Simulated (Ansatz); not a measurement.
MgO in space group P4_2/mnm (No. 136; Mg on 4g, O on 4f), r²SCAN in the plane-wave PAW code Ansatz. The conduction-band minimum lies at Γ, with 1 equivalent valley. Second derivatives d²E/dk² of the lowest band at one valley (eV·Å²), along Cartesian directions:

```
direction  d²E/dk²
---------  -------
[100]        20.61
[010]        20.61
[001]        19.66
[110]        20.60
[101]        20.13
[011]        20.13
```

Q: Find the principal effective masses, the density-of-states mass and the conductivity mass.

A: Off-diagonal terms follow from H_xy = H[110] − (H_xx + H_yy)/2, and m*/mₑ = 7.620 eV·Å² over each eigenvalue: 0.37, 0.37, 0.39. One valley's DOS mass (m₁m₂m₃)^(1/3) = 0.38, conductivity mass 3/(Σ 1/mᵢ) = 0.38 mₑ.

Q: What effective density of states Nc follows at 300 K for parabolic valleys?

A: Nc = 2.509e19 × 1 × (0.38)^(3/2) ≈ 5.9e18 cm⁻³.

The start of the workflow was typed in or built on a structure type; neither database checked (COD, Materials Project) lists it. It is not the phase usual at ambient conditions (space group No. 225). Symmetry was held in the r²SCAN relaxation; its stability against distortions is not shown here.

Potentials: the later of the program's two PAW sets.

Edges and masses are those of Kohn–Sham bands, whose gap is no quasiparticle gap.
